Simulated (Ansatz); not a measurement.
YbCuOs3, a known structure type with other elements, at an estimated volume

```
Yb Cu Os
1.0
     0.00000    3.97298    0.00000
     3.97298    0.00000    0.00000
     1.98649    1.98649   -4.87994
Yb Cu Os
1 1 3
Direct
  0.13650 0.13650 0.72700
  0.52210 0.52210 0.95580
  0.88580 0.38580 0.22840
  0.38580 0.88580 0.22840
  0.75040 0.75040 0.49920
```

Method: r2SCAN, no spin polarisation; PAW, plane waves to 500 eV, 6×6×6 Γ-centred mesh, fermi-dirac occupations (width 0.0408 eV) (Ansatz 0.2.0), atoms fixed.

- Forces: The largest is on Cu2: 0.88 eV/Å, components (0.00, 0.00, 0.88). It makes 0° with the line to a nearest neighbour, Os5 at 2.23 Å, pointing towards it.
- Contacts: Cu–Os at 2.23 Å: least valence density 0.75 e/Å³ and ELF 0.33 there. Os–Os at 2.39 Å: least valence density 0.84 e/Å³ and ELF 0.42 there. Yb–Os at 3.02 Å: least valence density 0.21 e/Å³ and ELF 0.16 there. These are pseudo-fields; inside the PAW spheres they differ from the all-electron ones.
- At the Fermi level: It is a metal, with about 5.7 states/eV a cell as the mean within 0.25 eV of the Fermi level, mostly Os d (58 %) and Yb f (18 %).
- Stress: The pressure is 28.9 GPa (compression positive), so with the atoms held at these fractions the cell would first expand; the forces are large, so a full relaxation may end otherwise. The principal stresses 26.6, 26.6, 33.6 GPa differ, so its shape would change too.
- Charges: Bader charges in e: Yb +1.45, Cu -0.31, Os -0.41 to -0.37. In the mean Yb gives up most and Os takes most.

Origin: a known structure type with other elements, at an estimated volume, so it need not be a known compound. Caveats: no spin polarisation, so a magnetic state may lie lower; atoms or cell far from equilibrium; f levels without a U or exact exchange are poorly placed.
